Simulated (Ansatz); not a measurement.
Consider a crystal of LiTbH4 in space group F-43m (No. 216), with Li on 4a; Tb on 4b; H on 16e.

All numbers below come from Ansatz, DFT PBE, scalar-relativistic, plane waves, PAW, and for the lanthanide a 4f-in-core norm-conserving potential. Cutoff 690 eV, Γ-centred mesh, Gaussian smearing, no spin polarisation.

Formation energies are uncorrected and refer to the elements' standard structures at the same level (H₂ as a molecule).

Task: Which cell and coordinates does it relax to?

Result:

Space group F-43m (No. 216). a = 6.099 Å, b = 6.099 Å, c = 6.099 Å, α = 90.00°, β = 90.00°, γ = 90.00°
| atom | site | symmetry | x | y | z |
| --- | --- | --- | --- | --- | --- |
| Li | 4a | -43m | 0.0000 | 0.0000 | 0.0000 |
| Tb | 4b | -43m | 0.5000 | 0.0000 | 0.0000 |
| H | 16e | .3m | 0.3528 | 0.3528 | 0.8528 |

Li has 4 H at 1.55 Å and 6 Tb at 3.05 Å; around Tb lie 12 H at 2.50 Å and 6 Li at 3.05 Å; around H lie 1 Li at 1.55 Å, 3 H at 1.77 Å and 3 Tb at 2.50 Å. Another local minimum with the same sites may exist.

Task: Where does its energy lie, and is it a metal?

Result: The formation energy is −0.055 eV/atom and the gap on the 8×8×8 mesh of the 6-atom cell is 1.17 eV.

The last run used Gaussian smearing of 0.02 eV. Kohn–Sham gaps at this level usually fall short of measured ones. With hydrogen, zero-point motion can shift formation energies by some tens of meV/atom. Symmetry constrained the relaxation, so the result can be a saddle point. Another cell of LiTbH4 relaxed alike, in P1, lies 0.34 eV/atom lower, so this cell isn't the stable form at this level.

The lanthanide is trivalent by construction, without f bands, f moments or other valences. The reference runs of the other elements, and any phases without the lanthanide, used 420 eV, which shifts energies against them by under 10 meV/atom. The lanthanide's reference is the lowest of its hcp, dhcp and fcc cells.
